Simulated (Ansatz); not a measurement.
Method: r2SCAN, no spin polarisation; PAW, plane waves to 500 eV, 7×7×7 Γ-centred mesh, fermi-dirac occupations (width 0.1 eV) (Ansatz 0.2.0), atoms fixed.

Computed maps in the lattice plane spanned by a (left to right, 7.08 Å, 21 points from zero) and b (bottom to top, 7.08 Å, 21 points from zero), 90° apart, at height 0.771 along c. The fields are smooth PAW ones with compensation charges, not the true ones near nuclei.

Valence density. Digits on a logarithmic scale: 0 up to 0.03 e/Å³, each further digit a factor of 1.6, 9 from 1.3 e/Å³ up:
```
445544455655444566554
444444556666555666655
544445565556656655565
555555664146666631566
555555665356666643566
555555566666555666665
445544456665444566654
445444455655434566554
445544456665444566654
445544566666555666665
555555665456656654565
555555664046666631566
544445565456656654565
444444566666555666655
445544455665444566554
466654445554444555544
689975444554444555444
799996544555545555445
799996544555555555445
689986444554444555444
567764445554444555544
```

The cell is Si$_{3}$Ag. Which atoms lie within 0.2 Å of this plane, and where (fractions of a and b)?

Si at (0.43, 0.43), Si at (0.43, 0.80), Si at (0.80, 0.80), Si at (0.80, 0.43). The whole cell:
```yaml
crystal:
  lattice:
    - [0.00000, 7.07845, 0.00000]
    - [7.07845, 0.00000, 0.00000]
    - [3.53923, 3.53923, -5.26417]
  atoms:
    - { symbol: Ag, position: [0.16973, 0.16973, 0.66054] }
    - { symbol: Ag, position: [0.83027, 0.83027, 0.33946] }
    - { symbol: Ag, position: [0.75000, 0.25000, 0.50000] }
    - { symbol: Ag, position: [0.25000, 0.75000, 0.50000] }
    - { symbol: Si, position: [0.42933, 0.42933, 0.77082] }
    - { symbol: Si, position: [0.42933, 0.79985, 0.77082] }
    - { symbol: Si, position: [0.79985, 0.79985, 0.77082] }
    - { symbol: Si, position: [0.79985, 0.42933, 0.77082] }
    - { symbol: Si, position: [0.57067, 0.20015, 0.22918] }
    - { symbol: Si, position: [0.57067, 0.57067, 0.22918] }
    - { symbol: Si, position: [0.20015, 0.57067, 0.22918] }
    - { symbol: Si, position: [0.20015, 0.20015, 0.22918] }
    - { symbol: Si, position: [0.00000, 0.32890, 0.00000] }
    - { symbol: Si, position: [0.32890, 0.00000, 0.00000] }
    - { symbol: Si, position: [0.00000, 0.67110, 0.00000] }
    - { symbol: Si, position: [0.67110, 0.00000, 0.00000] }
```

Origin: a known structure type with other elements, at an estimated volume, so it need not be a known compound.
